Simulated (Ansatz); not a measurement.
## As2O3 — electric field gradients

The cell is an entry of the Crystallography Open Database (COD), ions relaxed with PBE at fixed cell.

Space group Fd-3m:1 (No. 227); a = 11.0600 Å.

| site | Wyckoff | site symmetry | x | y | z |
| --- | --- | --- | --- | --- | --- |
| As | 32e | .3m | 0.8954 | 0.8954 | 0.3954 |
| O | 48f | 2.mm | 0.1780 | 0.5000 | 0.0000 |

One atom of each set is listed; the run and its k-mesh use a cell of 20 atoms with edges of 7.82, 7.82, 7.82 Å.

Computed with Ansatz: DFT, PBE, plane waves and PAW, scalar-relativistic, 420 eV cutoff, Γ-centred 3×3×3 k-points, Fermi–Dirac smearing 0.02 eV.

V_zz is the principal component of the electric field gradient with the largest magnitude, η = (V_xx − V_yy)/V_zz and C_Q = eQV_zz/h.

As-75: I = 3/2, Q = 311.0 mb; ¹⁷O: I = 5/2, Q = -25.58 mb. Nuclear quadrupole moments: year-2017 set (Pyykkö).

**Question.** Which values are expected at the nuclei?

**Answer.** 

```tsv
site	atoms	first shell	V_zz (10²¹ V/m²)	η	C_Q (MHz)
As	8	3 O at 1.83 Å	-25.8	0.00	-194
O	12	2 As at 1.83 Å, angle 127°	11.64	0.83	-7.20
```

An axis of threefold or higher order runs through As, so V_zz lies along it and η is zero.

The database positions were far from equilibrium, so the relaxed structure may not be the compound's real one.
